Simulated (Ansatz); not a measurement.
This Sn2Ge structure is the end of a relaxation. The cell was found from a structure generator's guess, not taken from experiment.

The calculation used DFT PBE, scalar-relativistic, plane waves, PAW (Ansatz). Cutoff 420 eV, Γ-centred mesh, Gaussian smearing, no spin polarisation.

```
Sn Ge
1.0
    -2.24738    2.24738    9.58813
     2.24738   -2.24738    9.58813
     2.24738    2.24738   -9.58813
Sn Ge
4 2
Direct
  0.67048 0.67048 0.00000
  0.32952 0.32952 0.00000
  0.07952 0.57952 0.50000
  0.42048 0.92048 0.50000
  0.00000 0.00000 0.00000
  0.75000 0.25000 0.50000
```

Formation energies are uncorrected and refer to the elements' standard structures at the same level. The references include grey tin.

(1) What space group does it have?

(2) What is its formation energy per atom?

(3) Is it a metal?

Answers

(1) I4_1/amd (No. 141), with Sn and Ge ordered on diamond sites. Conventional cell: a = 4.495 Å, c = 19.176 Å. Around Sn lie 2 Ge at 2.72 Å and 2 Sn at 2.84 Å; Ge has 4 Sn at 2.72 Å.

(2) +0.04 eV/atom. A positive value: parting into the elements would lower its energy.

(3) Yes, bands cross the Fermi level on the 12×12×12 mesh.

The last run used a 12×12×12 mesh for its 6-atom cell and Gaussian smearing of 0.10 eV. For metals, differences of a few meV/atom aren't resolved. The zero gap may come from the functional, which often closes small gaps. Symmetry constrained the relaxation, so the result can be a saddle point.
